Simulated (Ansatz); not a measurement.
SrMg (CsCl type, Pm-3m) at seven volumes, plane-wave PAW r²SCAN (Ansatz code), scaled uniformly. One row is withheld.

```
V (Å³/atom)  P (GPa)
-----------  -------
33.685             ?
34.795          1.44
35.906          0.67
37.016          0.00
38.127         -0.59
39.237         -1.10
40.348         -1.54
```

### Question
Fit the shown pressures and predict the withheld one.

### Answer
P = (3/2)B₀(x^(7/2) − x^(5/2))[1 + (3/4)(B′ − 4)(x − 1)] with x = (V₀/V)^(2/3). Least squares on the six rows gives V₀ = 37.011 Å³/atom, B₀ = 20.9 GPa, B′ = 3.60. At V = 33.685, x = 1.0648 and P = 2.33 GPa. The run itself gave 2.30 GPa.

The workflow started from an entry of the Crystallography Open Database (COD). Whether it is the stable phase at ambient conditions was not checked. Symmetry was held in the r²SCAN relaxation; its stability against distortions is not shown here. The volume moved by 25 % from the start of the relaxation.

Potentials: the later of the program's two PAW sets.
